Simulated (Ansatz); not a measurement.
Input:

NaCl:
Space group Fm-3m (No. 225); a = 5.464 Å, b = 5.464 Å, c = 5.464 Å, α = 90.00°, β = 90.00°, γ = 90.00°

```
atom  site  symmetry       x       y       z
----  ----  --------  ------  ------  ------
Na      4a      m-3m  0.0000  0.0000  0.0000
Cl      4b      m-3m  0.5000  0.5000  0.5000
```
(The calculation used a cell of 2 atoms; values per cell refer to that cell.)

This is the LDA-relaxed structure.

Question: All from LDA (plane waves, PAW; program Ansatz), unless another level is named. Estimate the Hill bulk and shear moduli.

Answer: 32.1 and 17.9 GPa.

Question: Give the zero-point energy.

Answer: 28.9 meV/atom.

Question: Give the vibrational entropy at 300 K.

Answer: 34.3 J/(K·mol of atoms).

Symmetry was held in the LDA relaxation.

Potentials: the earlier of the program's two PAW sets. The files were generated under PBE; for other functionals the program regenerates the frozen cores, and for LDA and PBEsol the local potential too.
